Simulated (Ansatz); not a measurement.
What a trial cell of BiF relaxes into

These are results of Ansatz, DFT PBE, scalar-relativistic, plane waves, PAW, not measurements. Cutoff 420 eV, Gaussian smearing, Γ-centred meshes. Cell and atoms relax first on a coarse mesh and then on a finer one. In between, the cell is made exact in the group found at 0.06 Å. In metals the finer mesh still leaves noise of several meV/atom or more. The steps can't lower the symmetry of their start. No spin polarisation.

The guess for BiF was made by a generator: close-packed anion layers stacked ABCB, with sites between them filled layer by layer (P6_3/mmc, No. 194) (elements of the layers in order: F F F F). Lengths were set from tabulated atomic sizes, so they are only a guess.

```cif
data_structure
_symmetry_space_group_name_H-M 'P6_3/mmc'
_symmetry_Int_Tables_number 194
_cell_length_a 3.6580
_cell_length_b 3.6580
_cell_length_c 12.0539
_cell_angle_alpha 90.000
_cell_angle_beta 90.000
_cell_angle_gamma 120.000
_cell_volume 139.69
loop_
_atom_site_label
_atom_site_type_symbol
_atom_site_symmetry_multiplicity
_atom_site_Wyckoff_symbol
_atom_site_fract_x
_atom_site_fract_y
_atom_site_fract_z
_atom_site_occupancy
Bi1 Bi 4 f 0.33333 0.66667 0.87500 1
F1 F 2 c 0.66667 0.33333 0.75000 1
F2 F 2 a 0.00000 0.00000 0.00000 1
```

Formation energies are uncorrected and refer to the elements' standard structures at the same level (F₂ as a molecule).

Question: What does it relax into?

Answer: The symmetry stays P6_3/mmc (No. 194). The volume per atom grows by 30.6 %, from 17.5 to 22.8 Å³. The shortest distance goes from 2.59 Å (Bi–F) to 2.40 Å (Bi–F). The ratio c/a of the conventional cell changes by a factor of 0.49. The energy falls by about 0.45 eV/atom (the start's value is from the coarse mesh). Conventional cell: a = 5.085 Å, c = 8.144 Å. Bi is surrounded by 1 F at 2.40 Å and 3 F at 2.96 Å; F on a site of symmetry -6m2 has 2 Bi at 2.40 Å; around F on a site of symmetry -3m lie 6 Bi at 2.96 Å (long contacts).

Space group P6_3/mmc (No. 194). a = 5.085 Å, b = 5.085 Å, c = 8.144 Å, α = 90.00°, β = 90.00°, γ = 120.00°
```csv
atom,site,symmetry,x,y,z
Bi,4f,3m.,0.3333,0.6667,0.9552
F,2c,-6m2,0.6667,0.3333,0.7500
F,2a,-3m.,0.0000,0.0000,0.0000
```

Question: How does it come out in energy, and is it a metal?

Answer:

- Energy over the elements: −1.12 eV/atom
- Gap on the 12×12×6 mesh of the 8-atom cell: 0 eV (a metal)

Whether it is stable depends on the other phases of the system, which aren't compared here.

The last run used Gaussian smearing of 0.10 eV. These runs have no spin–orbit coupling, which can matter for Bi. Symmetry constrained the relaxation, so the result can be a saddle point. In all, the 3 runs took 19 min on 1 thread of Intel(R) Xeon(R) Processor @ 2.50GHz (Skylake/Cascade Lake), with other jobs on the host.
